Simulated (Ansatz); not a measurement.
LaBRh$_{3}$ (cubic perovskite, Pm-3m), DFT-r²SCAN in the program Ansatz with PAW potentials, all energies at zero smearing, with the estimated change up to a 700 eV cutoff added, with one set of potentials and settings (totals compare only within such a set). Cell of 5 atoms (1 La, 3 Rh, 1 B): -25670.710 eV.

```json
[
 {"element": "La", "reference phase": "P6_3/mmc, 4 atoms in the cell", "E (eV/atom)": "-6264.6784"},
 {"element": "Rh", "reference phase": "Fm-3m, 1 atoms in the cell", "E (eV/atom)": "-6415.2735"},
 {"element": "B", "reference phase": "R-3m, 12 atoms in the cell", "E (eV/atom)": "-156.5544"}
]
```

Formation energy per atom, worked out: (-25670.710 − 1×(-6264.6784) − 3×(-6415.2735) − 1×(-156.5544))/5 = -0.731 eV/atom (-71 kJ per mol of atoms), at 0 K, without zero-point energy or fitted corrections.

The workflow started from an entry of the Crystallography Open Database (COD). Whether it is the stable phase at ambient conditions was not checked. Symmetry was held in the r²SCAN relaxation; its stability against distortions is not shown here. The run is not spin-polarised. The references are the lowest solids computed at this level, not always the standard phases. Scalar-relativistic: spin–orbit coupling is off unless named, which matters more the heavier the elements.

Potentials: the later of the program's two PAW sets.
